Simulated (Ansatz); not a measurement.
### Question
In (diamond, Fd-3m) is relaxed with the program Ansatz at the PBE level (PAW). What lattice parameters of the conventional cell result?

### Answer
a = 6.736 Å.

The start of the workflow was typed in or built on a structure type; neither database checked (COD, Materials Project) lists it. It is not the phase usual at ambient conditions (space group No. 139). The cell was relaxed with PBE under the symmetry of its start; whether a distortion lowers the energy is not shown.

Potentials: the later of the program's two PAW sets.
